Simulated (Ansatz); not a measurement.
ZnS (NiAs type, P6_3/mmc), PBEsol (plane waves, PAW; program Ansatz), all energies at zero smearing, with the estimated change up to a 700 eV cutoff added, with one set of potentials and settings (totals compare only within such a set). Cell of 4 atoms (2 Zn, 2 S): -8333.711 eV.

```json
[
 {"element": "Zn", "reference phase": "P6_3/mmc, 2 atoms in the cell", "E (eV/atom)": "-3280.9105"},
 {"element": "S", "reference phase": "Fddd, 32 atoms in the cell", "E (eV/atom)": "-884.8925"}
]
```

Formation energy per atom, worked out: (-8333.711 − 2×(-3280.9105) − 2×(-884.8925))/4 = -0.526 eV/atom (-51 kJ per mol of atoms), at 0 K, without zero-point energy or fitted corrections.

The start of the workflow was typed in or built on a structure type; neither database checked (COD, Materials Project) lists it. It is not the phase usual at ambient conditions (space group No. 186, 216). The PBEsol relaxation kept the symmetry of its start; phonons show weakly imaginary modes. The references are the lowest solids computed at this level, not always the standard phases.

Potentials: the earlier of the program's two PAW sets. The files were generated under PBE; for other functionals the program regenerates the frozen cores, and for LDA and PBEsol the local potential too.
